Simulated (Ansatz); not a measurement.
Input file for Ansatz (a program for electronic structure):

Ansatz 0.2 input:
```yaml
crystal:
  lattice:
    - [3.7957274493, 0.0, 0.0]
    - [0.0, 3.7957274493, 0.0]
    - [0.0, 0.0, 4.672328755]
  atoms:
    - { symbol: C, position: [0.9239372285, 0.0760627715, 0.25] }
    - { symbol: C, position: [0.4239372285, 0.4239372285, 0.0] }
    - { symbol: C, position: [0.0760627715, 0.9239372285, 0.75] }
    - { symbol: C, position: [0.5760627715, 0.5760627715, 0.5] }
    - { symbol: C, position: [0.3788468422, 0.8329171303, 0.9663722274] }
    - { symbol: C, position: [0.6670828697, 0.8788468422, 0.7163722274] }
    - { symbol: C, position: [0.6211531578, 0.1670828697, 0.4663722274] }
    - { symbol: C, position: [0.3329171303, 0.1211531578, 0.2163722274] }
    - { symbol: C, position: [0.8788468422, 0.6670828697, 0.2836277726] }
    - { symbol: C, position: [0.1670828697, 0.6211531578, 0.5336277726] }
    - { symbol: C, position: [0.1211531578, 0.3329171303, 0.7836277726] }
    - { symbol: C, position: [0.8329171303, 0.3788468422, 0.0336277726] }
kpoints:
  mp_grid: { grid: [7, 7, 6] }
hamiltonian:
  xc: r2scan
  pseudopotentials: { azcp: { folder: ./paw }, kind: paw }
scf:
  occupations: { method: fixed }
checkpoint: { read: static.run }
output: { write_density: true, elf: true, volumetric_format: npy }
basis: { fft_grid_basis: typed }
```

Output (shortened):

```
Pseudopotential: C, paw, valence charge 4
Functional definition: r2SCAN
Crystal: 12 atoms, lattice volume = 67.317 Å³
Basis set: ecut = 500 eV, 1705 PW (Γ), exchange–correlation on 120×120×144 points (64 copies of the dense FFT grid, shifted against one another)
Bands: 36, of which v1, the nominal top of the filled ones, is band 24 counted from 1 (23 counted from 0)
Symmetry: 8 space group operations
Space group: P43212 (ITA 96), of the structure as read, at distance tolerance 4.1e-5 Å
k-points: 40 of 294 (time reversal used)
Stability of the state it starts from, as read at its close in the unpolarized treatment …
iter 1 solved again at ethr=3.66e-8 eV; its pass at ethr=3.10e-3 eV (dr2=1.76e-5 eV) is discarded
SCF iter   1: F=—  HF=-3007.392904 eV  |F-HF|=—  |Δ(HF+E_count)|=         —  Δρ=2.70e-7  dr2=2.61e-11  dr2_τ=3.88e-12  ethr=3.66e-8  ⟨swp⟩=4.0  Hψ=9425  notcnv=0  defer=399
preconditioner: auto → Resta (q_TF=auto, 2.579 Å⁻¹)
SCF iter   2: F=-3007.392904 eV  HF=-3007.392904 eV  |F-HF|=2.27e-12  |Δ(HF+E_count)|=   8.81e-9  Δρ=1.17e-7  dr2=6.17e-12  dr2_τ=3.33e-12  ethr=1.00e-12  ⟨swp⟩=10.9  Hψ=7011  notcnv=0
SCF 1 converged in 2 iterations: F = -3007.392904 eV  dr2 = 6.17e-12
SCF converged after 2 iterations
Free energy (F): -3007.392904 eV
Harris-Foulkes:  -3007.392904 eV  (|F-HF|=2.27e-12)
Internal energy: -3007.392904 eV  (E = F + TS)
E sigma→0 (E₀):  -3007.392904 eV
Fermi energy:    12.334726 eV
--- Per-component energies (eV) ---
  E_band       = 206.405014
  E_kinetic    = 1061.904020
  E_local      = -596.808784  (includes V_loc(G=0)·N_el)
  E_nonlocal   = 273.685550
  E_hartree    = 142.548709
  E_xc         = -559.531329
  E_vxc        = -768.478013  (∫ρ·V_xc dr)
  E_paw        = -1215.128458  (= ΣΔE_a)
  E_vpaw       = -89.038456  (= ΣTr[D̂ρ^β])
  E_aug_tail   = 0.000016  (compensation charges beyond the density's cutoff)
  E_vtau       = 40.043279  (kinetic-family band-sum trace: ∫τ·v_τ [+ j·A + Jᵃ·Aᵃ] dr)
  E_ewald      = -2113.765341
  E_core_change = -0.297287  (= ΣΔE_core)
  E_smearing   =  0.000000  (= −TS)
  E_closure    = 0.000000  (closes the sum)
  Σ components = -3007.392904   (vs F -3007.392904, Δ=0.00e0)
  [band-id]    e_kinetic+e_local+e_nonlocal+2·e_hartree+e_vxc+e_vpaw+e_augmentation_tail+e_vtau = 206.405030   (vs E_band 206.405014, Δ=1.56e-5)
--- Band table (eV; the first three rows and the last of 40) ---
  k-point 0: bands = ["-9.4109", "-4.3424", "-4.3424", "-1.1647", "-0.8575", "-0.2862", "-0.2862", "3.4987", "3.5296", "3.5296", "3.7691", "4.9162", "5.1440", "5.7916", "5.7916", "7.1337", "7.9611", "7.9611", "8.3322", "8.5473", "10.3599", "10.5892", …
  k-point 1: bands = ["-9.2591", "-5.7780", "-2.8614", "-1.0440", "-0.7575", "-0.3618", "0.0181", "2.2773", "3.0151", "3.2379", "3.7661", "4.8363", "5.8891", "6.3027", "6.6041", "7.1892", "7.7417", "8.0339", "8.2363", "8.9138", "10.3616", "10.3821", …
  k-point 2: bands = ["-8.8062", "-7.0399", "-1.5062", "-0.7053", "-0.5018", "-0.2708", "0.2139", "0.9922", "2.5305", "2.7681", "2.9459", "5.0820", "6.4901", "7.0547", "7.3061", "7.3417", "7.4591", "8.1516", "8.7767", "9.1567", "10.1582", "10.5001", …
  k-point 39: bands = ["-5.4955", "-5.4955", "-4.4321", "-4.4321", "-2.5659", "-2.5659", "-1.5719", "-1.5719", "5.8256", "5.8256", "6.5355", "6.5355", "7.1338", "7.1338", "7.7662", "7.7662", "9.2083", "9.2083", "9.7806", "9.7806", "10.3505", "10.3505", …
```

Cost: very roughly 22 core-seconds on shared cores.

Space group P4_32_12. The start of the workflow was typed in or built on a structure type; neither database checked (COD, Materials Project) lists it. It is not the phase usual at ambient conditions (space group No. 194, 227). Symmetry was held in the r²SCAN relaxation; its stability against distortions is not shown here.

Potentials: the earlier of the program's two PAW sets.

Ansatz is a plane-wave DFT program.
